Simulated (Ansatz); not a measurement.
KPt (CsCl type), DFT, r2SCAN, PAW with Ansatz's default frozen-core files, scalar-relativistic (Ansatz 0.2.0), on 1 thread of Arm Neoverse V1 (shared host).

Command: `ansatz run input.yaml --threads 1 --pin off --max-ram 2048MiB --backend cpu --events-out ev --progress --plain --runs-dir out`

```yaml
crystal:
  lattice:
    - [3.5276776836, 0.0, 0.0]
    - [0.0, 3.5276776836, 0.0]
    - [0.0, 0.0, 3.5276776836]
  atoms:
    - { symbol: K, position: [0.0, 0.0, 0.0] }
    - { symbol: Pt, position: [0.5, 0.5, 0.5] }
kpoints:
  mp_grid: { grid: [10, 10, 10] }
  band_path:
    path:
      - [0.0, 0.0, 0.0]
      - [0.0, 0.5, 0.0]
      - [0.5, 0.5, 0.0]
      - [0.0, 0.0, 0.0]
      - [0.5, 0.5, 0.5]
      - [0.0, 0.5, 0.0]
      - [0.5, 0.5, 0.5]
      - [0.5, 0.5, 0.0]
    npoints: 14
scf:
  occupations: { method: fermi_dirac, width: 0.05 }
hamiltonian:
  xc: r2scan
  pseudopotentials: { kind: paw }
output:
  forces: true
  stress: true
  eigenvalues: true
  populations: true
  bader: true
  write_density: true
  write_potential: true
  elf: true
  volumetric_format: npy
```

**Question.** How large is the problem that the program sets up?

**Answer.** 56 irreducible k-points, 1141 plane waves at Γ, 18 bands.

**Question.** About how long does it take?

**Answer.** 17 s of wall time for 7 SCF iterations. Times on shared machines scatter by tens of per cent.
